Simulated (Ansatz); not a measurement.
NbRh: stiffness from a series of strains

```xyz
2
Lattice="2.8420 0.0000 0.0000 0.0000 2.8420 0.0000 0.0000 0.0000 3.8090" Properties=species:S:1:pos:R:3 pbc="T T T"
Nb    0.0000    0.0000    0.0000
Rh    1.4210    1.4210    1.9045
```

Atoms are numbered in the order listed.

The cell is COD entry 2310202, as deposited and not checked against the literature; nothing was relaxed.

Computed with DFT, PBEsol, all-electron LAPW, scalar-relativistic (Ansatz 0.2.0).

Sampling and basis: a Γ-centred 14×14×11 k mesh, Fermi–Dirac smearing of 0.05 eV, basis error target 1 meV/atom, no spin polarisation.

The strain is applied along the Cartesian axes of the cell as listed (the other components stay zero). Fractional coordinates are held (clamped ions).

σ is the change of stress from the unstrained cell, which is at -0.69 GPa; tension is positive, so slopes are stress–strain coefficients at that pressure. In a metal the k mesh adds noise.

Only quantities that a quadratic follows smoothly over the whole series are listed; rougher ones are left out.

| εzz | σzz (GPa) | σxx (GPa) |
| --- | --- | --- |
| -0.0200 | -8.13 | -4.01 |
| 0.0000 | 0.00 | 0.00 |
| 0.0100 | 3.72 | 1.84 |
| 0.0200 | 7.28 | 3.56 |

Question: Fit the series and read off the stiffness at zero strain.

Answer: Least-squares fits y = p0 + p1 x + p2 x² to the rows give σzz (GPa): p1 = 385, p2 = -1000; σxx (GPa): p1 = 189, p2 = -570. So C33 = 385 GPa and C13 = 189 GPa, for these axes.

Question: One run, at εzz = -0.0100, is withheld. Predict its row.

Answer: The fits give -3.97, -1.95; the run gave -3.93, -1.95.
